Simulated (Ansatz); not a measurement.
A crystal relaxed with r2SCAN in the PAW code Ansatz has space group Pm (No. 6) and a = 6.052 Å, b = 3.679 Å, c = 6.387 Å, β = 90.3°.

| atom | site | x | y | z |
| --- | --- | --- | --- | --- |
| Xx | 1a | 0.9971 | 0.0000 | 0.3339 |
| P | 1b | 0.0049 | 0.5000 | 0.8347 |
| P | 1b | 0.4952 | 0.5000 | 0.1804 |
| P | 1a | 0.5060 | 0.0000 | 0.6536 |
| Ga | 1a | 0.3247 | 0.0000 | 0.3331 |
| Ga | 1b | 0.3893 | 0.5000 | 0.8351 |
| Ga | 1b | 0.8907 | 0.5000 | 0.1988 |
| Ga | 1a | 0.8920 | 0.0000 | 0.6305 |

r2SCAN gives an indirect gap of 0.04 eV, from Y₂–Γ (0.80 of the way from Y₂) to Γ; the least direct gap is 0.12 eV at Γ. (This is within a few times the smearing of 0.02 eV, so the filling near the edges can be smeared.) With PBE the valence top at B–Γ (0.70 of the way from B) and the conduction bottom at Γ–Z (0.10 of the way from Γ) reach the same energy, so the least gap is zero; the least direct gap is 0.04 eV. Meshes: r2SCAN 4×8×4, PBE 4×8×4.

Problem. Which element is Xx?
A. N
B. As
C. Bi
D. Sb

Solution. A. Xx is N: Ga4P3N as one 8-atom ordering (Pm) on the wurtzite lattice. N is surrounded by 4 Ga at 1.98–2.13 Å; P is surrounded by 4 Ga at 2.33–2.43 Å; P is surrounded by 4 Ga at 2.29–2.40 Å; P is surrounded by 4 Ga at 2.29–2.34 Å; Ga is surrounded by 1 N at 1.98 Å and 3 P at 2.32–2.33 Å; Ga is surrounded by 4 P at 2.29–2.33 Å; Ga is surrounded by 2 N at 2.13 Å and 2 P at 2.40–2.43 Å; Ga is surrounded by 1 N at 2.00 Å and 3 P at 2.34–2.35 Å.

The calculation is spin-unpolarised, and the structure need not be a phase that has been made.

Spin-orbit coupling is left out.

Where an edge lies off the special points, it is a point of the mesh or the k point where a search put PBE's edge or least direct gap, reused for the other functionals, whose own edges may lie a little apart; PBE's own value is read along its path and can be a few hundredths of an eV high.

Gaps or overlaps of about a tenth of an eV are at the limit of these meshes: between the points read a gap can be smaller or closed.
